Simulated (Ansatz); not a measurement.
Relaxed-ion elastic tensor of Rb (bcc (W type), Im-3m) in GPa (Voigt order), the program Ansatz at the r²SCAN level (PAW); density 1.49 g/cm³, 94.93 Å³ per atom.

```
     1    2    3    4    5    6
-  ---  ---  ---  ---  ---  ---
1  3.0  2.4  2.4  0.0  0.0  0.0
2  2.4  3.0  2.4  0.0  0.0  0.0
3  2.4  2.4  3.0  0.0  0.0  0.0
4  0.0  0.0  0.0  1.8  0.0  0.0
5  0.0  0.0  0.0  0.0  1.8  0.0
6  0.0  0.0  0.0  0.0  0.0  1.8
```

Task: Is the crystal mechanically stable?

Result: Yes: the smallest eigenvalue of C is 0.6 GPa.

Task: Work out the Voigt, Reuss and Hill averages.

Result: K_V = 2.6, K_R = 2.6, K_H = 2.6; G_V = 1.2, G_R = 0.6, G_H = 0.9 GPa.

Task: Give Young's modulus, Poisson's ratio, Pugh's ratio and the universal anisotropy index.

Result: E = 9KG/(3K + G) = 2.5 GPa; ν = 0.34; K/G = 2.86 (ductile by the Pugh limit of 1.75); A_U = 5G_V/G_R + K_V/K_R − 6 = 4.87.

Task: Estimate the sound speeds and the Debye temperature.

Result: v_l = √((K + 4G/3)/ρ) = 1600 m/s, v_t = √(G/ρ) = 781 m/s, mean 877 m/s; Θ = (h/k)(3n/4πV)^(1/3) v_m = 57.3 K.

Task: Give the Zener ratio and Young's modulus along [100], [110] and [111].

Result: A = 2C44/(C11 − C12) = 5.89; 1/E = S11 − 2(S11 − S12 − S44/2)Γ with Γ = 0, 1/4, 1/3 gives 0.9, 2.2, 4.4 GPa.

Symmetry was held in the r²SCAN relaxation. As this level gives no gap, shear constants depend on the k-mesh and smearing (Fermi–Dirac, 0.1 eV here).

Potentials: the earlier of the program's two PAW sets.
